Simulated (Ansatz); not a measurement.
AlCo (rock salt, Fm-3m) at seven volumes, plane-wave PAW PBE (Ansatz code), scaled uniformly. One row is withheld.

```tsv
V (Å³/atom)	P (GPa)
12.484	13.85
12.896	8.50
13.308	3.92
13.719	0.01
14.131	-3.34
14.542	?
14.954	-8.66
```

Q: Fit the shown pressures and predict the withheld one.

A: P = (3/2)B₀(x^(7/2) − x^(5/2))[1 + (3/4)(B′ − 4)(x − 1)] with x = (V₀/V)^(2/3). Least squares on the six rows gives V₀ = 13.721 Å³/atom, B₀ = 120 GPa, B′ = 4.17. At V = 14.542, x = 0.9620 and P = -6.18 GPa. The run itself gave -6.21 GPa.

The start of the workflow was typed in or built on a structure type; neither database checked (COD, Materials Project) lists it. Whether it is the stable phase at ambient conditions was not checked. The cell was relaxed with PBE under the symmetry of its start; its stability against distortions is not shown here. The workflow began spin-polarised and lost its moments. Its formation energy is positive at this level, so the cell may be metastable or incomplete.

Potentials: the earlier of the program's two PAW sets.
